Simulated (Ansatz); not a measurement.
LaB:
```
LaB
1.0
    0.00000     2.78739     2.78739
    2.78739     0.00000     2.78739
    2.78739     2.78739     0.00000
La B
1 1
Direct
  0.00000   0.00000   0.00000
  0.50000   0.50000   0.50000
```

Relaxed with PBEsol. Special points in fractions of this cell's reciprocal vectors: Γ (0.000, 0.000, 0.000); X (0.500, 0.000, 0.500); U (0.625, 0.250, 0.625); K (0.375, 0.375, 0.750); L (0.500, 0.500, 0.500); W (0.500, 0.250, 0.750).

List the band energies nearest the Fermi level at these points for DFT-PBEsol in the program Ansatz with PAW potentials.

In eV from the Fermi level; about four levels below and three above (degenerate sets whole), none deeper than 8.9 eV; points with the same levels are listed once.

```csv
k,below,above
Γ,-6.41,1.15 1.15 1.15
X,-5.86 -0.30,0.88 1.26 1.26
U,-5.21 -0.71,0.26 0.45 1.74
L,-3.61 -2.56 -0.88 -0.88,2.71 2.99 2.99
W,-5.10 -0.70,0.15 0.15 2.54 2.54
```

Space group Fm-3m (rock salt). The start of the workflow was typed in or built on a structure type; neither database checked (COD, Materials Project) lists it. Its standing as an ambient phase is unchecked. Symmetry was held in the PBEsol relaxation. At this level the phase is mechanically unstable. Its formation energy is positive at this level, so the cell may be metastable or incomplete. Scalar-relativistic: spin–orbit coupling is off unless named, which matters more the heavier the elements.

Potentials: the earlier of the program's two PAW sets. The files were generated under PBE; for other functionals the program regenerates the frozen cores, and for LDA and PBEsol the local potential too.
